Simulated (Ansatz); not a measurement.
With the program Ansatz at the PBEsol level (PAW), HfScTaN₃ in the trigonal phase (P3m1; Pearson symbol hP6) relaxes to a = 3.142 Å, c = 7.668 Å. Hf has 6 nearest neighbours from 2.22 Å (octahedral); Sc has 6 nearest neighbours from 2.22 Å (octahedral); Ta has 6 nearest neighbours from 2.20 Å (octahedral); N on 1c has 6 nearest neighbours from 2.23 Å (octahedral). Its formation energy from the elements is -1.74 eV/atom, with no fitted shifts.

Electronic character: metallic (no gap).

The bulk modulus is 279 GPa.

The start of the workflow was typed in or built on a structure type; neither database checked (COD, Materials Project) lists it. Whether it is the stable phase at ambient conditions was not checked. The cell was relaxed with PBEsol under the symmetry of its start; its stability against distortions is not shown here. The run is not spin-polarised. With an odd number of electrons in the cell and no spin polarisation, the count alone makes it a metal. The references are the lowest solids computed at this level, not always the standard phases (solids in place of the gases). Spin–orbit coupling is left out wherever it is not named.

Potentials: the earlier of the program's two PAW sets. The files were generated under PBE; for other functionals the program regenerates the frozen cores, and for LDA and PBEsol the local potential too.
